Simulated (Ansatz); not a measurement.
CdSe in space group C2/c (No. 15; Cd on 4c, Se on 4e) at seven volumes, the program Ansatz at the PBE level (PAW), shape and atoms relaxed at each. One row is withheld.

| V (Å³/atom) | P (GPa) |
|---|---|
| 21.743 | 6.13 |
| 22.460 | 3.60 |
| 23.177 | 1.61 |
| 23.893 | 0.00 |
| 24.610 | -1.22 |
| 25.327 | ? |
| 26.044 | -2.73 |

Question: Fit the shown pressures and predict the withheld one.

Answer: P = (3/2)B₀(x^(7/2) − x^(5/2))[1 + (3/4)(B′ − 4)(x − 1)] with x = (V₀/V)^(2/3). Least squares on the six rows gives V₀ = 23.902 Å³/atom, B₀ = 45.3 GPa, B′ = 7.83. At V = 25.327, x = 0.9621 and P = -2.08 GPa. The run itself gave -2.16 GPa.

A made-up cell: these elements were put on the sites of a structure type; neither database checked (COD, Materials Project) lists it. It is not the phase usual at ambient conditions (space group No. 186, 216). The PBE relaxation kept the symmetry of its start; whether a distortion lowers the energy is not shown.

Potentials: the later of the program's two PAW sets.
